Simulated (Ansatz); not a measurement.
## Sr$_{2}$B$_{3}$ in Ansatz, settings compared

The command:

```bash
ansatz run input.yaml --threads 1 --pin off --max-ram 2560MiB --backend cpu --events-out ev --progress --plain --runs-dir out
```

input.yaml:

```yaml
crystal:
  lattice:
    - [6.757565, 0.0, 0.0]
    - [0.0, 6.757565, 0.0]
    - [0.0, 0.0, 3.94373]
  atoms:
    - { symbol: B, position: [0.3714, 0.8714, 0.5] }
    - { symbol: B, position: [0.1286, 0.3714, 0.5] }
    - { symbol: B, position: [0.6286, 0.1286, 0.5] }
    - { symbol: B, position: [0.8714, 0.6286, 0.5] }
    - { symbol: B, position: [0.0, 0.0, 0.5] }
    - { symbol: B, position: [0.5, 0.5, 0.5] }
    - { symbol: Sr, position: [0.1734, 0.6734, 0.0] }
    - { symbol: Sr, position: [0.3266, 0.1734, 0.0] }
    - { symbol: Sr, position: [0.8266, 0.3266, 0.0] }
    - { symbol: Sr, position: [0.6734, 0.8266, 0.0] }
  symmetry: { tolerance: 0.0003 }
kpoints:
  mp_grid: { grid: [3, 3, 5], shift: [0, 0, 0] }
magnetization:
  spin_polarized: false
scf:
  occupations: { method: fermi_dirac, width: 0.0901 }
hamiltonian:
  pseudopotentials: { kind: paw }
  xc: pbe
basis:
  ecutwfc: 420
output:
  forces: true
  stress: true
  eigenvalues: true
```

Origin of the cell: a known structure type with other elements, at an estimated volume, so it need not be a known compound.

Output of this run (shortened):

```
SCF iter   1: F=—  HF=-15100.099746 eV  Δρ=4.05e-3  dr2=6.81e-2  defer=2
SCF iter   2: F=—  HF=-15100.093940 eV  Δρ=2.11e-3  dr2=1.73e-2  defer=2
SCF iter   3: F=—  HF=-15100.091430 eV  Δρ=4.18e-4  dr2=7.13e-4  defer=2
SCF iter   4: F=—  HF=-15100.091319 eV  Δρ=1.30e-4  dr2=4.03e-5  defer=2
SCF iter   5: F=—  HF=-15100.091337 eV  Δρ=2.74e-5  dr2=1.72e-6  defer=2
SCF iter   6: F=-15100.091338 eV  HF=-15100.091338 eV  Δρ=6.23e-6  dr2=7.40e-8
SCF 1 converged in 6 iterations: F = -15100.091338 eV  dr2 = 7.40e-8
SCF converged after 6 iterations
Free energy (F): -15100.091338 eV
Harris-Foulkes:  -15100.091338 eV  (|F-HF|=7.38e-9)
Internal energy: -15099.835138 eV  (E = F + TS)
E sigma→0 (E₀):  -15099.963238 eV
Entropy (-TS):   -0.256200 eV (-25.620 meV/atom)
Fermi energy:    8.005788 eV
--- Per-component energies (eV) ---
  E_band       = -274.758219
  E_kinetic    = 1228.497553
  E_local      = -2520.189837  (includes V_loc(G=0)·N_el)
  E_nonlocal   = 890.777219
  E_hartree    = 581.531489
  E_xc         = -872.721194
  E_vxc        = -859.851396  (∫ρ·V_xc dr)
  E_paw        = -11248.732776  (= ΣΔE_a)
  E_vpaw       = -177.055049  (= ΣTr[D̂ρ^β])
  E_aug_tail   = -0.000015  (compensation charges beyond the density's cutoff)
  E_ewald      = -3158.997577
  E_smearing   = -0.256200  (= −TS)
  Σ components = -15100.091338   (vs F -15100.091338, Δ=0.00e0)
--- Forces (eV/Å), atoms counted from 1 ---
  atom   1  B      0.799753     0.799753     0.000000
  atom   2  B     -0.799753     0.799753     0.000000
  atom   3  B     -0.799753    -0.799753     0.000000
[… 2 lines left out …]
  atom   6  B      0.000000    -0.000000     0.000000
  atom   7  Sr     0.214507     0.214507     0.000000
  atom   8  Sr    -0.214507     0.214507     0.000000
  atom   9  Sr    -0.214507    -0.214507     0.000000
  atom  10  Sr     0.214507    -0.214507     0.000000
  max |Σ_I F_I| component: 5.55e-17 eV/Å
--- Stress (GPa, compression-positive) ---
       -2.241972       0.000000       0.000000
        0.000000      -2.241972       0.000000
        0.000000       0.000000       6.200101
  P = ⅓ Tr σ = 0.5721 GPa (5.721 kbar)
```

The same input was run again with these changes:

1. `magnetization` { spin_polarized: false } → { spin_polarized: true } (starts: ferro); typed moments: B1 2, B2 2, B3 3, B4 2, B5 1, B6 2, Sr7 3, Sr8 2, Sr9 1, Sr10 1
2. `basis.ecutrho_ratio` default → 4
3. `scf.mixing.algorithm` default → msr1; `scf.mixing.beta` default → 0.5; `scf.mixing.ndim` default → 16
4. `hamiltonian.dispersion` default → d3bjatm

```
 run        end  SCF iterations  P (GPa)  max force component (eV/Å)  moment (μB)  ΔE(σ→0) (meV/atom)
base  converged               6     0.57                       0.800            –                   0
   1  converged              21     0.65                       0.770         1.81               -4.04
   2  converged               6     0.57                       0.800            –                0.00
   3  converged               7     0.57                       0.800            –                0.00
   4  converged               6    -1.30                       0.797            –                   –
```

Energies are compared only where functional, datasets, charge and starting cell are the same.

Caveats of the base run: the k mesh is coarse if the cell is a metal.

Run 1: a starting moment was lost; one start, so the magnetic state may not be the lowest.

The base run ran for 6.1 s of wall time on 1 CPU thread(s) of a shared host, from the program's own first density.
